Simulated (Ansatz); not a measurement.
AlV4C3:
```
AlV4C3
1.0
    2.89024     0.00000     0.00000
   -1.44512     2.50302     0.00000
    0.00000     0.00000    22.57974
Al V C
2 8 6
Direct
  0.33333   0.66667   0.25000
  0.66667   0.33333   0.75000
  0.00000   0.00000   0.84560
  0.00000   0.00000   0.15440
  0.00000   0.00000   0.34560
  0.00000   0.00000   0.65440
  0.66667   0.33333   0.94563
  0.33333   0.66667   0.05437
  0.33333   0.66667   0.44563
  0.66667   0.33333   0.55437
  0.66667   0.33333   0.39244
  0.33333   0.66667   0.60756
  0.33333   0.66667   0.89244
  0.66667   0.33333   0.10756
  0.00000   0.00000   0.50000
  0.00000   0.00000   0.00000
```

Relaxed with PBEsol. Special points in fractions of this cell's reciprocal vectors: Γ (0.000, 0.000, 0.000); M (0.500, 0.000, 0.000); K (0.333, 0.333, 0.000); A (0.000, 0.000, 0.500); L (0.500, 0.000, 0.500); H (0.333, 0.333, 0.500).

Problem. List the band energies nearest the Fermi level at these points for plane-wave PAW PBEsol (Ansatz code).

Solution. In eV from the Fermi level; about four levels below and three above (degenerate sets whole), none deeper than 8.9 eV; points with the same levels are listed once.

| k | below | above |
|---|---|---|
| Γ | -0.14 -0.14 -0.12 -0.12 | 0.11 0.11 0.12 0.12 |
| M | -1.67 -1.67 -0.53 -0.46 | 0.69 0.92 0.96 |
| K | -1.82 -1.82 -0.94 -0.94 | 0.77 0.85 0.91 |
| A | -0.13 -0.13 -0.13 -0.13 | 0.12 0.12 0.12 0.12 |
| L | -1.67 -1.67 -0.50 -0.50 | 0.79 0.79 0.99 0.99 |
| H | -1.82 -1.82 -0.94 -0.94 | 0.80 0.80 0.93 0.93 |

Space group P6_3/mmc. The workflow started from a Materials Project entry (that database holds measured and hypothetical structures alike); the Crystallography Open Database copy checked does not list it. Whether it is the stable phase at ambient conditions was not checked. The PBEsol relaxation kept the symmetry of its start; whether a distortion lowers the energy is not shown. The run is not spin-polarised.

Potentials: the later of the program's two PAW sets.
